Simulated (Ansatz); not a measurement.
Here is the system:

MoP₂:
```
CELL_PARAMETERS angstrom
      1.56198    -5.56957     0.00000
      1.56198     5.56957     0.00000
      0.00000     0.00000     4.95336
ATOMIC_POSITIONS crystal
  Mo 0.90677 0.09323 0.49775
  Mo 0.09323 0.90677 0.99775
  P  0.56991 0.43009 0.37987
  P  0.43009 0.56991 0.87987
  P  0.29681 0.70319 0.19739
  P  0.70319 0.29681 0.69739
```

This is the PBEsol-relaxed structure.

All from plane-wave PAW PBEsol (Ansatz code), unless another level is named. Predict the electronic character.

metallic (no gap).

And the density of states at the Fermi level?

0.18 states/eV per atom (mean over ±0.08 eV).

Next, the formation energy from the elements (no fitted shifts)?

-0.64 eV/atom.

Space group Cmc2_1. The first step of the workflow began from a Materials Project structure, measured or hypothetical; the Crystallography Open Database copy checked does not list it. Whether it is the stable phase at ambient conditions was not checked. The PBEsol relaxation kept the symmetry of its start; whether a distortion lowers the energy is not shown. No spin polarisation was allowed. The references are the lowest solids computed at this level, not always the standard phases. Spin–orbit coupling is left out wherever it is not named.

Potentials: the later of the program's two PAW sets.
